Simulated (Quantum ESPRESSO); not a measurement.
## AgGa3W2Mo2 (finding a planted mistake in a log)

Simulated, not a measurement. The program is pw.x of Quantum ESPRESSO 7.5 (plane-wave density functional theory). The cell is made up: eight metal atoms on a face-centred cubic lattice, with elements, volume, strain and displacements drawn at random and not relaxed, so it may be unstable or far from any real phase. PseudoDojo standard norm-conserving files set the functional (PBE unless stated); there is no spin polarisation or spin-orbit coupling, the Fermi-Dirac width of 0.25 eV means electrons at about 2900 K, and the masses in the input are unused placeholders. Heavy elements are run without spin-orbit coupling, which real alloys of them have. A spin test at this wide smearing found no moment, but such smearing suppresses magnetism that the real alloy may have.

Intended input:

```
&control calculation='scf', pseudo_dir='./dojo.nc.sr.pbe.v0_5.standard.upf', outdir='./o', disk_io='minimal', tprnfor=.true., tstress=.true. /
&system ibrav=0, nat=8, ntyp=4, nbnd=70, ecutwfc=82.02448710, nosym=.true., tot_charge=0,
 occupations='smearing', smearing='fd', degauss=0.0183746611
/
&electrons conv_thr=1.470e-08, electron_maxstep=70, mixing_beta=0.5 /
ATOMIC_SPECIES
Ag 1.0 Ag.upf
Ga 1.0 Ga.upf
Mo 1.0 Mo.upf
W 1.0 W.upf
CELL_PARAMETERS angstrom
0.0158 -2.0414 -2.0724
0.0334 4.0456 -4.1076
8.2267 0.0018 -0.0651
ATOMIC_POSITIONS angstrom
Ag 0.048 0.1506 0.0548
Ga 4.0481 0.036 -0.1894
Ga -0.0331 2.022 -2.072
W 4.0061 1.9458 -2.128
Ga 2.1015 -0.0296 -2.0948
Mo 6.1505 0.0456 -2.2637
Mo 1.9731 1.869 -4.1242
W 6.1714 2.2446 -4.1958
K_POINTS automatic
8 4 3 1 1 1
```

The log is shortened where brackets say so; the opening notice, blank lines, dates and the lines on written files are dropped, and the path of the files is cut. It prints rydbergs, bohrs and kilobars, and counts compression as positive stress. Its total energy is the free energy E - TS of the whole cell.

Log of the intended run:

```
     Program PWSCF v.7.5
     Parallel version (MPI & OpenMP), running on       4 processor cores
     Number of MPI processes:                 4
     Threads/MPI process:                     1
     [start-up lines left out]
     bravais-lattice index     =            0
     lattice parameter (alat)  =       5.4973  a.u.
     unit-cell volume          =     930.9183 (a.u.)^3
     number of atoms/cell      =            8
     number of atomic types    =            4
     number of electrons       =       114.00
     number of Kohn-Sham states=           70
     kinetic-energy cutoff     =      82.0245  Ry
     charge density cutoff     =     328.0979  Ry
     scf convergence threshold =      1.5E-08
     mixing beta               =       0.5000
     number of iterations used =            8  plain     mixing
     Exchange-correlation= PBE
                           (   1   4   3   4   0   0   0)
     [axes and pseudopotential details left out]
   Cartesian axes
     site n.     atom                  positions (alat units)
         1        Ag     tau(   1) = (   0.0165004   0.0517700   0.0188380  )
         2        Ga     tau(   2) = (   1.3915676   0.0123753  -0.0651078  )
         3        Ga     tau(   3) = (  -0.0113784   0.6950791  -0.7122670  )
         4        W      tau(   4) = (   1.3771298   0.6688847  -0.7315175  )
         5        Ga     tau(   5) = (   0.7224079  -0.0101752  -0.7201047  )
         6        Mo     tau(   6) = (   2.1142849   0.0156754  -0.7781655  )
         7        Mo     tau(   7) = (   0.6782693   0.6424841  -1.4177276  )
         8        W      tau(   8) = (   2.1214695   0.7715997  -1.4423407  )
     number of k points=    48  Fermi-Dirac smearing, width (Ry)=  0.0184
                       cart. coord. in units 2pi/alat
        k(    1) = (   0.0582407   0.0003883  -0.0876695), wk =   0.0416667
        k(    2) = (  -0.1775122   0.0004490  -0.0895267), wk =   0.0416667
     [further k points left out]
     Dense  grid:    93369 G-vectors     FFT dimensions: (  32,  64,  90)
     Estimated max dynamical RAM per process >     317.76 MB
     Estimated total dynamical RAM >       1.17 GB
     Initial potential from superposition of free atoms
     starting charge     113.9876, renormalised to     114.0000
     Starting wfcs are   77 randomized atomic wfcs
     total cpu time spent up to now is        4.8 secs
     per-process dynamical memory:   239.0 Mb
     Self-consistent Calculation
     iteration #  1     ecut=    82.02 Ry     beta= 0.50
     Davidson diagonalization with overlap
     ethr =  1.00E-02,  avg # of iterations =  3.0
     total cpu time spent up to now is       15.9 secs
     total energy              =   -1351.99491145 Ry
     estimated scf accuracy    <       2.17837062 Ry
     iteration #  2     ecut=    82.02 Ry     beta= 0.50
     Davidson diagonalization with overlap
     ethr =  1.91E-03,  avg # of iterations =  5.5
     total cpu time spent up to now is       28.5 secs
     total energy              =   -1350.81344475 Ry
     estimated scf accuracy    <      32.74110493 Ry
     [iterations 3 to 14 left out]
     iteration # 15     ecut=    82.02 Ry     beta= 0.50
     Davidson diagonalization with overlap
     ethr =  2.11E-09,  avg # of iterations =  1.0
     total cpu time spent up to now is      157.6 secs
     total energy              =   -1353.22407636 Ry
     estimated scf accuracy    <       0.00000028 Ry
     iteration # 16     ecut=    82.02 Ry     beta= 0.50
     Davidson diagonalization with overlap
     ethr =  2.44E-10,  avg # of iterations =  1.4
     total cpu time spent up to now is      166.2 secs
     End of self-consistent calculation
     [lines on levels left out]
!    total energy              =   -1353.22407637 Ry
     estimated scf accuracy    <          3.1E-09 Ry
     smearing contrib. (-TS)   =      -0.10410312 Ry
     internal energy E=F+TS    =   -1353.11997325 Ry
     The total energy is F=E-TS. E is the sum of the following terms:
     one-electron contribution =    -381.27017275 Ry
     hartree contribution      =     270.40344119 Ry
     xc contribution           =    -279.05343894 Ry
     ewald contribution        =    -963.19980275 Ry
     convergence has been achieved in  16 iterations
     Forces acting on atoms (cartesian axes, Ry/au):
     atom    1 type  1   force =    -0.01058172   -0.00263541   -0.02207731
     atom    2 type  2   force =     0.02021182   -0.02393451    0.03062793
     atom    3 type  2   force =    -0.02136193    0.01387136   -0.01555037
     atom    4 type  4   force =     0.03492977    0.04327859   -0.04143231
     atom    5 type  2   force =    -0.00601693   -0.01213629    0.00614309
     atom    6 type  3   force =    -0.02444364   -0.00430053    0.00534017
     atom    7 type  3   force =     0.03813992   -0.00049828    0.02032654
     atom    8 type  4   force =    -0.03087728   -0.01364494    0.01662226
     Total force =     0.111247     Total SCF correction =     0.000345
     Computing stress (Cartesian axis) and pressure
          total   stress  (Ry/bohr**3)                   (kbar)     P=     -100.77
  -0.00046102  -0.00018918   0.00023445          -67.82      -27.83       34.49
  -0.00018918  -0.00076937   0.00001501          -27.83     -113.18        2.21
   0.00023445   0.00001501  -0.00082477           34.49        2.21     -121.33
     init_run     :      4.56s CPU      4.76s WALL (       1 calls)
     electrons    :    160.47s CPU    161.37s WALL (       1 calls)
     forces       :      1.61s CPU      1.65s WALL (       1 calls)
     stress       :      5.51s CPU      5.52s WALL (       1 calls)
     [timing details left out]
     PWSCF        :   2m52.22s CPU   2m53.39s WALL
     JOB DONE.
```

A second run was made from an input with one planted mistake. Its log:

```
     Program PWSCF v.7.5
     Parallel version (MPI & OpenMP), running on       4 processor cores
     Number of MPI processes:                 4
     Threads/MPI process:                     1
     [start-up lines left out]
     bravais-lattice index     =            0
     lattice parameter (alat)  =       5.4676  a.u.
     unit-cell volume          =     915.9279 (a.u.)^3
     number of atoms/cell      =            8
     number of atomic types    =            4
     number of electrons       =       114.00
     number of Kohn-Sham states=           70
     kinetic-energy cutoff     =      82.0245  Ry
     charge density cutoff     =     328.0979  Ry
     scf convergence threshold =      1.5E-08
     mixing beta               =       0.5000
     number of iterations used =            8  plain     mixing
     Exchange-correlation= PBE
                           (   1   4   3   4   0   0   0)
     [axes and pseudopotential details left out]
   Cartesian axes
     site n.     atom                  positions (alat units)
         1        Ag     tau(   1) = (   0.0164862   0.0517744   0.0188365  )
         2        Ga     tau(   2) = (   1.3915489   0.0123733  -0.0651154  )
         3        Ga     tau(   3) = (  -0.0113710   0.6950832  -0.7122607  )
         4        W      tau(   4) = (   1.3771364   0.6688850  -0.7315119  )
         5        Ga     tau(   5) = (   0.7224220  -0.0101613  -0.7201063  )
         6        Mo     tau(   6) = (   2.1142820   0.0156913  -0.7781711  )
         7        Mo     tau(   7) = (   0.6782513   0.6424793  -1.4177126  )
         8        W      tau(   8) = (   2.1214710   0.7716042  -1.4423210  )
     number of k points=    48  Fermi-Dirac smearing, width (Ry)=  0.0184
                       cart. coord. in units 2pi/alat
        k(    1) = (   0.0582413   0.0003883  -0.0876706), wk =   0.0416667
        k(    2) = (  -0.1775118   0.0004492  -0.0895264), wk =   0.0416667
     [further k points left out]
     Dense  grid:    91961 G-vectors     FFT dimensions: (  32,  64,  90)
     Estimated max dynamical RAM per process >     313.14 MB
     Estimated total dynamical RAM >       1.16 GB
     Initial potential from superposition of free atoms
     starting charge     113.9876, renormalised to     114.0000
     Starting wfcs are   77 randomized atomic wfcs
     total cpu time spent up to now is        4.8 secs
     per-process dynamical memory:   235.5 Mb
     Self-consistent Calculation
     iteration #  1     ecut=    82.02 Ry     beta= 0.50
     Davidson diagonalization with overlap
     ethr =  1.00E-02,  avg # of iterations =  3.0
     total cpu time spent up to now is       15.7 secs
     total energy              =   -1351.99130232 Ry
     estimated scf accuracy    <       2.19760986 Ry
     iteration #  2     ecut=    82.02 Ry     beta= 0.50
     Davidson diagonalization with overlap
     ethr =  1.93E-03,  avg # of iterations =  5.4
     total cpu time spent up to now is       28.3 secs
     total energy              =   -1350.82786049 Ry
     estimated scf accuracy    <      32.23642987 Ry
     [iterations 3 to 14 left out]
     iteration # 15     ecut=    82.02 Ry     beta= 0.50
     Davidson diagonalization with overlap
     ethr =  2.19E-09,  avg # of iterations =  1.0
     total cpu time spent up to now is      150.1 secs
     total energy              =   -1353.23321669 Ry
     estimated scf accuracy    <       0.00000026 Ry
     iteration # 16     ecut=    82.02 Ry     beta= 0.50
     Davidson diagonalization with overlap
     ethr =  2.31E-10,  avg # of iterations =  1.4
     total cpu time spent up to now is      158.5 secs
     End of self-consistent calculation
     [lines on levels left out]
!    total energy              =   -1353.23321671 Ry
     estimated scf accuracy    <          2.9E-09 Ry
     smearing contrib. (-TS)   =      -0.10213134 Ry
     internal energy E=F+TS    =   -1353.13108537 Ry
     The total energy is F=E-TS. E is the sum of the following terms:
     one-electron contribution =    -373.36297236 Ry
     hartree contribution      =     267.81737278 Ry
     xc contribution           =    -279.15955829 Ry
     ewald contribution        =    -968.42592750 Ry
     convergence has been achieved in  16 iterations
     Forces acting on atoms (cartesian axes, Ry/au):
     atom    1 type  1   force =    -0.01003088   -0.00232569   -0.02396217
     atom    2 type  2   force =     0.01936722   -0.02499061    0.03243850
     atom    3 type  2   force =    -0.02122341    0.01355705   -0.01547620
     atom    4 type  4   force =     0.03571840    0.04534000   -0.04277308
     atom    5 type  2   force =    -0.00772869   -0.01328448    0.00714260
     atom    6 type  3   force =    -0.02356633   -0.00509096    0.00604554
     atom    7 type  3   force =     0.03814292    0.00155563    0.01956745
     atom    8 type  4   force =    -0.03067923   -0.01476094    0.01701736
     Total force =     0.113846     Total SCF correction =     0.000349
     Computing stress (Cartesian axis) and pressure
          total   stress  (Ry/bohr**3)                   (kbar)     P=      -79.32
  -0.00030899  -0.00019748   0.00024755          -45.45      -29.05       36.42
  -0.00019748  -0.00062536   0.00001475          -29.05      -91.99        2.17
   0.00024755   0.00001475  -0.00068337           36.42        2.17     -100.53
     init_run     :      4.58s CPU      4.78s WALL (       1 calls)
     electrons    :    152.96s CPU    153.68s WALL (       1 calls)
     forces       :      1.56s CPU      1.58s WALL (       1 calls)
     stress       :      5.28s CPU      5.28s WALL (       1 calls)
     [timing details left out]
     PWSCF        :   2m44.45s CPU   2m45.40s WALL
     JOB DONE.
```

Question: the log repeats what the program read. Compare it with the intended run: what was wrong in the second input?

Answer: the cell and the positions are scaled by a wrong factor. The input lines that differ:

```
- 0.0158 -2.0414 -2.0724
- 0.0334 4.0456 -4.1076
- 8.2267 0.0018 -0.0651
+ 0.0157 -2.0304 -2.0612
+ 0.0332 4.0238 -4.0854
+ 8.1823 0.0018 -0.0647
- Ag 0.048 0.1506 0.0548
- Ga 4.0481 0.036 -0.1894
- Ga -0.0331 2.022 -2.072
- W 4.0061 1.9458 -2.128
- Ga 2.1015 -0.0296 -2.0948
- Mo 6.1505 0.0456 -2.2637
- Mo 1.9731 1.869 -4.1242
- W 6.1714 2.2446 -4.1958
+ Ag 0.0477 0.1498 0.0545
+ Ga 4.0262 0.0358 -0.1884
+ Ga -0.0329 2.0111 -2.0608
+ W 3.9845 1.9353 -2.1165
+ Ga 2.0902 -0.0294 -2.0835
+ Mo 6.1173 0.0454 -2.2515
+ Mo 1.9624 1.8589 -4.1019
+ W 6.1381 2.2325 -4.1731
```

```
                                            intended run  run with the mistake
                          free energy (eV)    -18411.552            -18411.676
         entropy term -TS, part of it (eV)        -1.416                -1.390
                            pressure (GPa)        -10.08                 -7.93
size of the largest force component (eV/Å)         1.113                 1.166
largest change of a force component (eV/Å)                               0.053
                                iterations            16                    16
```

For scale, a rerun of the intended cell at a higher cutoff and on a denser mesh moved values by no more than 0.009 eV in energy, 0.10 GPa in stress and 0.009 eV/Å in force, and a second program with other atomic files agreed on that cell to 2 % rms in force and 0.5 GPa in pressure.